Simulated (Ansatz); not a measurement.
Sc: 15 steps of 2.0 fs from 300 K

Computed with DFT, PBEsol, all-electron LAPW, scalar-relativistic in Ansatz 0.2.0.

Command: `ansatz run input.yaml --threads 2 --pin off --max-ram 4096MiB --backend cpu --events-out ev --progress --plain --runs-dir out` The run took 3.4 min on 2 threads of Intel(R) Xeon(R) 6975P-C (Granite Rapids) (shared host), peak memory 0.5 GiB.

```yaml
crystal:
  lattice:
    - [0.0, 4.6536924094, 4.6536924094]
    - [4.6536924094, 0.0, 4.6536924094]
    - [2.3268462047, 2.3268462047, 0.0]
  atoms:
    - { symbol: Sc, position: [0.0, 0.0, 0.0] }
    - { symbol: Sc, position: [0.0, 0.5, 0.0] }
    - { symbol: Sc, position: [0.5, 0.0, 0.0] }
    - { symbol: Sc, position: [0.5, 0.5, 0.0] }
kpoints:
  mp_grid: { grid: [4, 4, 7] }
scf:
  occupations: { method: fermi_dirac, width: 0.08 }
hamiltonian:
  xc: pbesol
  pseudopotentials: { kind: all_electron, lapw: { basis_error: 0.001 } }
output:
  forces: true
  stress: true
md:
  timestep: 2.0
  n_steps: 15
  ensemble: nve
  temperature: 300
  initial_velocities: maxwell_boltzmann
  seed: 384101
```

Structure from Materials Project entry mp-36 (possibly hypothetical).

Each frame lists Cartesian positions (Å) and forces (eV/Å). Free energies count from the first step, -83084.3277 eV.

Step 0 (t = 0.0 fs): E = 0.0 meV, T = 300 K, conserved energy 0.0 meV

```
Sc    0.0000    0.0000    0.0000     0.000   0.000   0.000
Sc    2.3268    0.0000    2.3268     0.000   0.000   0.000
Sc    0.0000    2.3268    2.3268     0.000   0.000   0.000
Sc    2.3268    2.3268    4.6537     0.000   0.000   0.000
```

Step 1 (t = 2.0 fs): E = +0.3 meV, T = 299 K, conserved energy 0.0 meV

```
Sc   -0.0065    0.0045   -0.0066     0.024  -0.019   0.025
Sc    2.3311    0.0003    2.3262    -0.020   0.010  -0.012
Sc   -0.0028    2.3258    2.3302     0.011  -0.005  -0.002
Sc    2.3319    2.3231    4.6576    -0.015   0.014  -0.011
```

Step 2 (t = 4.0 fs): E = +1.4 meV, T = 296 K, conserved energy 0.0 meV

```
Sc   -0.0130    0.0090   -0.0132     0.047  -0.038   0.050
Sc    2.3353    0.0005    2.3256    -0.040   0.020  -0.024
Sc   -0.0056    2.3247    2.3335     0.023  -0.010  -0.004
Sc    2.3370    2.3194    4.6615    -0.030   0.028  -0.023
```

Step 3 (t = 6.0 fs): E = +3.1 meV, T = 292 K, conserved energy 0.0 meV

```
Sc   -0.0195    0.0135   -0.0197     0.071  -0.056   0.075
Sc    2.3395    0.0008    2.3250    -0.060   0.029  -0.036
Sc   -0.0084    2.3237    2.3368     0.034  -0.015  -0.005
Sc    2.3420    2.3157    4.6653    -0.045   0.042  -0.034
```

Step 4 (t = 8.0 fs): E = +5.4 meV, T = 286 K, conserved energy 0.0 meV

```
Sc   -0.0259    0.0179   -0.0262     0.094  -0.075   0.100
Sc    2.3436    0.0011    2.3243    -0.079   0.039  -0.048
Sc   -0.0111    2.3226    2.3401     0.045  -0.020  -0.007
Sc    2.3470    2.3120    4.6691    -0.060   0.056  -0.045
```

Step 5 (t = 10.0 fs): E = +8.3 meV, T = 278 K, conserved energy 0.0 meV

```
Sc   -0.0322    0.0223   -0.0326     0.117  -0.093   0.124
Sc    2.3477    0.0015    2.3236    -0.098   0.048  -0.059
Sc   -0.0138    2.3215    2.3434     0.056  -0.025  -0.009
Sc    2.3520    2.3084    4.6729    -0.075   0.070  -0.056
```

Step 6 (t = 12.0 fs): E = +11.9 meV, T = 269 K, conserved energy 0.0 meV

```
Sc   -0.0384    0.0265   -0.0389     0.139  -0.111   0.147
Sc    2.3517    0.0019    2.3229    -0.117   0.057  -0.070
Sc   -0.0165    2.3204    2.3467     0.067  -0.030  -0.011
Sc    2.3569    2.3049    4.6767    -0.089   0.083  -0.067
```

Step 7 (t = 14.0 fs): E = +15.9 meV, T = 259 K, conserved energy 0.0 meV

```
Sc   -0.0445    0.0307   -0.0450     0.161  -0.128   0.170
Sc    2.3556    0.0023    2.3220    -0.135   0.066  -0.081
Sc   -0.0191    2.3193    2.3500     0.077  -0.034  -0.013
Sc    2.3617    2.3014    4.6803    -0.104   0.096  -0.077
```

Step 8 (t = 16.0 fs): E = +20.5 meV, T = 248 K, conserved energy 0.0 meV

```
Sc   -0.0504    0.0348   -0.0510     0.183  -0.145   0.193
Sc    2.3594    0.0028    2.3211    -0.152   0.074  -0.091
Sc   -0.0217    2.3181    2.3533     0.087  -0.038  -0.015
Sc    2.3664    2.2980    4.6840    -0.118   0.109  -0.087
```

Step 9 (t = 18.0 fs): E = +25.4 meV, T = 235 K, conserved energy 0.0 meV

```
Sc   -0.0562    0.0387   -0.0569     0.203  -0.162   0.214
Sc    2.3630    0.0034    2.3202    -0.169   0.082  -0.101
Sc   -0.0241    2.3169    2.3566     0.097  -0.042  -0.017
Sc    2.3710    2.2947    4.6875    -0.131   0.122  -0.097
```

Step 10 (t = 20.0 fs): E = +30.6 meV, T = 222 K, conserved energy 0.0 meV

```
Sc   -0.0618    0.0426   -0.0625     0.223  -0.177   0.235
Sc    2.3665    0.0040    2.3191    -0.185   0.090  -0.110
Sc   -0.0265    2.3156    2.3598     0.106  -0.046  -0.019
Sc    2.3755    2.2915    4.6910    -0.144   0.134  -0.107
```

Step 11 (t = 22.0 fs): E = +36.0 meV, T = 208 K, conserved energy 0.0 meV

```
Sc   -0.0673    0.0462   -0.0680     0.242  -0.192   0.255
Sc    2.3698    0.0047    2.3180    -0.200   0.096  -0.118
Sc   -0.0288    2.3144    2.3631     0.115  -0.049  -0.021
Sc    2.3799    2.2884    4.6943    -0.157   0.145  -0.116
```

Step 12 (t = 24.0 fs): E = +41.6 meV, T = 193 K, conserved energy 0.0 meV

```
Sc   -0.0725    0.0497   -0.0732     0.260  -0.207   0.274
Sc    2.3730    0.0055    2.3167    -0.215   0.102  -0.126
Sc   -0.0310    2.3130    2.3663     0.123  -0.052  -0.023
Sc    2.3842    2.2854    4.6976    -0.169   0.156  -0.125
```

Step 13 (t = 26.0 fs): E = +47.3 meV, T = 178 K, conserved energy 0.0 meV

```
Sc   -0.0775    0.0530   -0.0782     0.277  -0.220   0.292
Sc    2.3760    0.0064    2.3154    -0.228   0.108  -0.133
Sc   -0.0331    2.3117    2.3695     0.131  -0.055  -0.025
Sc    2.3883    2.2826    4.7007    -0.181   0.167  -0.133
```

Step 14 (t = 28.0 fs): E = +53.1 meV, T = 164 K, conserved energy 0.0 meV

```
Sc   -0.0822    0.0561   -0.0830     0.293  -0.233   0.308
Sc    2.3788    0.0074    2.3139    -0.240   0.113  -0.140
Sc   -0.0351    2.3103    2.3727     0.139  -0.057  -0.027
Sc    2.3922    2.2799    4.7038    -0.192   0.177  -0.141
```

Step 15 (t = 30.0 fs): E = +58.7 meV, T = 149 K, conserved energy +0.1 meV

```
Sc   -0.0868    0.0591   -0.0874     0.308  -0.244   0.324
Sc    2.3814    0.0084    2.3123    -0.252   0.117  -0.145
Sc   -0.0369    2.3088    2.3758     0.146  -0.059  -0.030
Sc    2.3960    2.2774    4.7067    -0.202   0.186  -0.149
```

Task: What is the mean temperature over the last 8 frames?

Result: 199 K; so short a run of so small a cell isn't equilibrated.
